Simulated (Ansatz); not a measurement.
This cell of TiAl3 (D022 type, space group I4/mmm) is off equilibrium:

```yaml
crystal:
  lattice:
    - [-1.91209, 1.91209, 4.28030]
    - [1.91209, -1.91209, 4.28030]
    - [1.91209, 1.91209, -4.28030]
  atoms:
    - { symbol: Al, position: [0.50000, 0.50000, 0.00000] }
    - { symbol: Al, position: [0.77359, 0.27359, 0.53261] }
    - { symbol: Al, position: [0.25000, 0.75000, 0.50000] }
    - { symbol: Ti, position: [0.00000, 0.00000, 0.00000] }
```

Calculation: r2SCAN (plane waves to 500 eV, PAW, scalar-relativistic; Ansatz, an electronic-structure program). k mesh 14×14×14 (Γ-centred), Fermi-Dirac smearing 0.05 eV. The energy includes the smearing's −TS. Compression counts positive. With partly filled bands, energies and forces of such displacements shift with the k mesh and the smearing. TiAl3 is run without spin polarisation. TiAl3 was relaxed with its symmetry unable to fall.

### Question
Predict the force on every atom, in eV/Å.

### Answer
```json
[
 {"atom": "Al1", "Fx": "0.057", "Fy": "0.090", "Fz": "0.141"},
 {"atom": "Al2", "Fx": "-0.485", "Fy": "-0.483", "Fz": "-0.434"},
 {"atom": "Al3", "Fx": "0.280", "Fy": "0.277", "Fz": "0.017"},
 {"atom": "Ti4", "Fx": "0.147", "Fy": "0.115", "Fz": "0.276"}
]
```

### Question
Give the stress tensor in GPa and the pressure.

### Answer
```
    0.2      0.3     -0.2
    0.3      0.4      0.4
   -0.2      0.4      0.3
```
The pressure, a third of the trace, is 0.3 GPa.

### Question
In it atom 2 sits (0.062, 0.062, 0.062) Å away from its relaxed site. What is its energy relative to the relaxed cell?

### Answer
43 meV/cell.

(A displaced cell: forces are minus the slopes of the energy, force constants its curvatures, and phonons follow from these.)
